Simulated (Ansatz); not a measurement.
Zone-centre phonons of Sc2BC2: input and output

These are results of Ansatz, DFT LDA, scalar-relativistic, plane waves, PAW, not measurements.

Launched with:
```bash
ansatz run input.yaml --threads 1 --pin off --max-ram 3072MiB --backend cpu --events-out ev --progress --plain --runs-dir out
```

Input (bare energies are in eV):
```yaml
crystal:
  lattice:
    - [-1.6341665313, 1.6341665313, 5.2533367882]
    - [1.6341665313, -1.6341665313, 5.2533367882]
    - [1.6341665313, 1.6341665313, -5.2533367882]
  atoms:
    - { symbol: Sc, position: [0.3490904133, 0.3490904133, 0.0] }
    - { symbol: Sc, position: [0.6509095867, 0.6509095867, 0.0] }
    - { symbol: B, position: [0.0, 0.0, 0.0] }
    - { symbol: C, position: [0.1399547151, 0.1399547151, 0.0] }
    - { symbol: C, position: [0.8600452849, 0.8600452849, 0.0] }
basis:
  ecutwfc: 420
kpoints:
  mp_grid: { grid: [16, 16, 16] }
hamiltonian:
  xc: lda
scf:
  occupations: { method: fermi_dirac, width: 0.15 }
output:
  eigenvalues: true
phonons:
  method: dfpt
  eigenvectors: true
```

The end of the output:
```
--- Phonons (Γ-DFPT): 6 representative perturbations + reference, on 621 of 4096 k-points (Σ response iterations 45) ---
  k mesh reduced under 4 symmetry operations, with k and −k counted as one. Each operation leaves every solved displacement unchanged or reverses it
  ASR residual: 8.678e-4 → 0.000e0 eV/Å²; symmetrization residual: 6.320e-6 eV/Å²
  ASR residual per site (eV/Å²): 8.68e-4 8.68e-4 1.05e-4 9.79e-6 9.79e-6
  Γ frequencies (cm⁻¹): 0.00 0.00 0.00 214.89 214.89 319.09 381.38 381.38 430.41 437.04 437.04 524.01 524.01 927.99 1347.14
  non-analytic LO–TO correction: not included (Born effective charges unavailable; polar crystals: no LO–TO splitting at Γ)
```

The run took 19 min on 1 thread of Arm Neoverse V2 (shared host), peak memory 2.4 GiB.

In a metal, frequencies and elastic constants depend on the k mesh and the smearing, soft modes and shear constants most.